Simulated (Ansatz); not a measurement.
CuPt in space group R-3m (No. 166; Cu on 3a, Pt on 3b), PBE (plane waves, PAW; program Ansatz), all energies at zero smearing, with the estimated change up to a 700 eV cutoff added, with one set of potentials and settings (totals compare only within such a set). Cell of 2 atoms (1 Cu, 1 Pt): -19148.523 eV.

```csv
element,reference phase,E (eV/atom)
Cu,"Fm-3m, 1 atoms in the cell",-6625.1757
Pt,"Fm-3m, 1 atoms in the cell",-12523.0127
```

Formation energy per atom, worked out: (-19148.523 − 1×(-6625.1757) − 1×(-12523.0127))/2 = -0.167 eV/atom (-16 kJ per mol of atoms), at 0 K, without zero-point energy or fitted corrections.

The workflow started from a Materials Project entry (that database holds measured and hypothetical structures alike); the Crystallography Open Database copy checked does not list it. With Cu and Pt taken as one species the cell has the higher symmetry Fm-3m, so it may be an ordered model of a mixed-site phase. Whether it is the stable phase at ambient conditions was not checked. Symmetry was held in the PBE relaxation; its stability against distortions is not shown here. The run is not spin-polarised. The references are the lowest solids computed at this level, not always the standard phases. Spin–orbit coupling is left out wherever it is not named.

Potentials: the later of the program's two PAW sets.
